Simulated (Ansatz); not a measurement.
HfO2 (fluorite)

```
HfO2
1.0
    0.00000     5.09813     5.09813
    2.54906     0.00000     2.54906
    2.54906     2.54906     0.00000
Hf O
2 4
Cartesian
  0.00000   0.00000   0.00000
  0.00000   2.54906   2.54906
  1.27453   1.27453   1.27453
  1.27453   3.82359   3.82359
  3.82359   3.82359   3.82359
  3.82359   6.37266   6.37266
```

In this cell atom 5 (O, nearest neighbour Hf at 2.208 Å; its periodic images, 3.6 Å or more away, move with it) is moved by s along Cartesian [111], unit vector (0.577, 0.577, 0.577); all other atoms and the cell stay fixed.

The numbers are results of PBE (plane waves to 420 eV, PAW, scalar-relativistic; Ansatz, an electronic-structure program), not measurements. k mesh 9×9×9 (Γ-centred), Fermi-Dirac smearing 0.05 eV. Compression counts positive. Left out: 2 of 11 points, with atoms too close for the PAW data. F⊥ is the part of the force across the line. HfO2 is run without spin polarisation. HfO2 was relaxed with its symmetry unable to fall. Spin-orbit coupling is left out, though Hf is heavy. The PAW data are Ansatz's earlier set. This is a high-temperature form of HfO2. 

```csv
s (Å),P (GPa),|F⊥| (eV/Å)
-0.660,___,0.456
-0.528,5.97,0.370
-0.396,3.97,0.282
-0.264,2.06,0.190
-0.132,0.60,0.096
0.000,0.00,0.000
0.132,0.80,0.095
0.264,3.67,0.190
0.396,___,0.286
```

Problem. Fill in the missing entries.

Solution. 
- -0.660, P (GPa): 7.75
- 0.396, P (GPa): 9.66

(A displaced cell: forces are minus the slopes of the energy, force constants its curvatures, and phonons follow from these.)
